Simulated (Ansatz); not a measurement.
Given:

YSnGe:
```yaml
crystal:
  lattice:
    - [2.12509, -8.35998, 0.00000]
    - [2.12509, 8.35998, 0.00000]
    - [0.00000, 0.00000, 4.03030]
  atoms:
    - { symbol: Y, position: [0.40403, 0.59597, 0.25000] }
    - { symbol: Y, position: [0.59597, 0.40403, 0.75000] }
    - { symbol: Sn, position: [0.75583, 0.24417, 0.25000] }
    - { symbol: Sn, position: [0.24417, 0.75583, 0.75000] }
    - { symbol: Ge, position: [0.04964, 0.95036, 0.25000] }
    - { symbol: Ge, position: [0.95036, 0.04964, 0.75000] }
```

This is the r²SCAN-relaxed structure.

Q: All from r²SCAN in the plane-wave PAW code Ansatz, unless another level is named. Give the electronic character.

A: metallic (no gap).

Q: Give the density of states at the Fermi level.

A: 0.42 states/eV per atom (mean over ±0.08 eV).

Q: Give the formation energy from the elements (no fitted shifts).

A: -0.70 eV/atom.

Space group Cmcm. The first step of the workflow began from a Materials Project structure, measured or hypothetical; the Crystallography Open Database copy checked does not list it. Whether it is the stable phase at ambient conditions was not checked. The r²SCAN relaxation kept the symmetry of its start; its stability against distortions is not shown here. The run is not spin-polarised. The references are the lowest solids computed at this level, not always the standard phases. Spin–orbit coupling is left out wherever it is not named.

Potentials: the later of the program's two PAW sets.
